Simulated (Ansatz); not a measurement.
Theory: DFT PBE, scalar-relativistic, plane waves, PAW (Ansatz). All cells share a 420 eV cutoff and Γ-centred k meshes spaced at most about 0.3 Å⁻¹ (about 0.25 or finer for metals, 2π included). No spin polarisation in the final relaxations.

All energies are static (0 K, no zero-point motion). All come from trial cells, and lower structures may exist.

Problem. Which of these relaxed structures of BeZn2Se3 is the lowest in energy?
A. Space group Fmmm (No. 69), orthorhombic, a = 8.665 Å, b = 10.270 Å, c = 12.149 Å. Be has 2 Se at 1.95 Å and 2 Zn at 2.10 Å; Zn is surrounded by 1 Be at 2.10 Å and 1 Se at 2.23 Å; around Se on a site of symmetry mm2 lies 1 Be at 1.95 Å; around Se on a site of symmetry mmm lie 2 Zn at 2.23 Å.
B. Space group P6/mmm (No. 191), hexagonal, a = 8.535 Å, c = 2.746 Å. Be has 2 Be at 2.75 Å (long contacts); Zn is surrounded by 3 Se at 2.46 Å and 2 Zn at 2.75 Å; Se is surrounded by 2 Zn at 2.46 Å and 2 Se at 2.75 Å.
C. Space group P-4m2 (No. 115), tetragonal, a = 4.946 Å, c = 5.104 Å. Be is surrounded by 2 Se at 2.55 Å and 4 Zn at 2.85 Å; around Zn lie 6 Se at 2.72–2.85 Å and 2 Be at 2.85 Å; around Se on its first site lie 2 Se at 2.55 Å and 4 Zn at 2.72 Å; around Se on its second site lie 2 Be at 2.55 Å and 4 Zn at 2.72 Å; 1 more site not described.
D. Space group P6/mmm (No. 191), hexagonal, a = 4.708 Å, c = 8.995 Å. Be has 2 Zn at 2.21 Å and 6 Se at 2.72 Å; Zn has 1 Be at 2.21 Å, 1 Se at 2.29 Å and 6 Se at 3.50 Å; Se on a site of symmetry -6m2 is surrounded by 3 Be at 2.72 Å, 3 Se at 2.72 Å and 6 Zn at 3.50 Å; Se on a site of symmetry 6/mmm is surrounded by 2 Zn at 2.29 Å.

Solution. A. It has space group Fmmm (No. 69); the next, C, with space group P-4m2 (No. 115), lies 73 meV/atom higher. Counting Se atoms around Be and Zn (those within 1.25 times the shortest such distance or 1.15 times the sum of covalent radii; the shortest distance is added where it is long for a bond), the lowest has Be 2, Zn 1 and the next has Be 2 from 2.6 Å, Zn 6. The next holds Se–Se chains (shortest 2.55 Å); in the lowest the shortest Se–Se distance is 3.90 Å. Even the lowest lies +0.17 eV/atom against the elements.

No dispersion correction is applied, so the spacing and binding between layers, chains or molecules are poorly described (Fmmm), and this can change margins and order among such cells. A magnetic state wasn't ruled out in cells without spin, among them P6/mmm at 28.8 Å³/atom, P6/mmm at 28.9 Å³/atom. Cells relaxed within their symmetry can be saddle points. Some types were kept out of the candidates beforehand, so the set may lack a known form.
